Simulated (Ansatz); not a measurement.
CdO (rock salt)

```
CELL_PARAMETERS angstrom
      0.00000     2.38384     2.38384
      2.38384     0.00000     2.38384
      2.38384     2.38384     0.00000
ATOMIC_POSITIONS crystal
  O  0.00000 0.00000 0.00000
  Cd 0.50000 0.50000 0.50000
```

The slice is a {100} plane (indices of the conventional cell) through the point (0.000, 0.000, 0.000) (fractional), spanned by u = [100] and v = [0 1 -1] in vectors of this cell: u (3.37 Å) and v (3.37 Å, at 90° to u). It covers one period; positions are fractions (u, v).

The numbers are results of PBE (plane waves to 420 eV, PAW, scalar-relativistic; Ansatz, a quantum-chemistry and plane-wave program), not measurements. k mesh 12×12×12. Inside the PAW spheres the values are not all-electron values, and peaks at nuclei hang on which shells count as valence. CdO was relaxed with its symmetry unable to fall.

Q: What is the valence density on the shortest O–Cd line in this plane (2.38 Å), at its minimum between the atoms?

A: 0.32 e/Å³.

Q: What is the ELF at the density minimum of the shortest O–Cd line in this plane (2.38 Å)?

A: 0.1.

Q: Predict the map of the electron localisation function (ELF) on the slice.

A: 
```
|xxxxx@@%*-.       .-*%@@xxxx|
|xxxx@@@#+-.       .-+#@@@xxx|
|xxx@@@%*-.         .-*%@@@xx|
|xx@@@@#=:.         .:=#@@@@x|
|@@@@@#+:.   .....   .:+#@@@@|
|@@@%#+:.   .:::::.   .:+#%@@|
|%%#*=:.  ..:-----:..  .:=*#%|
|**+-:.  .:-=======-:.  .:-+*|
|=--..  .:-=+++++++=-:.  ..--|
|:..    .-=++*xxx*++=-.    ..|
|      .:=++*xxxxx*++=:.     |
|     .:-=+*xxxxxxx*+=-:.    |
|     .:-=+xxxxxxxxx+=-:.    |
|     .:-=+xxxxxxxxx+=-:.    |
|     .:-=+xxxxxxxxx+=-:.    |
|     .:-=+*xxxxxxx*+=-:.    |
|      .:=++*xxxxx*++=:.     |
|:..    .-=++*xxx*++=-.    ..|
|=--..  .:-=+++++++=-:.  ..--|
|**+-:.  .:-=======-:.  .:-+*|
|%%#*=:.  ..:-----:..  .:=*#%|
|@@@%#+:.   .:::::.   .:+#%@@|
|@@@@@#+:.   .....   .:+#@@@@|
|xx@@@@#=:.         .:=#@@@@x|
|xxx@@@%*-.         .-*%@@@xx|
|xxxx@@@#+-.       .-+#@@@xxx|
|xxxxx@@%*-.       .-*%@@xxxx|
|xxxxx@@%*=:       :=*%@@xxxx|
```
Scale: ten equal steps from 0.06 (start of ' ') to 0.82 (end of '@'), in the order ' .:-=+*#%@'. Values: electron localisation function (ELF). The map has 28 points along u (one character each, u = 0 at the left) and 28 along v (v = 0 in the bottom row). Points within 0.5 Å of a nucleus are blanked (x), as the pseudised field means little there.
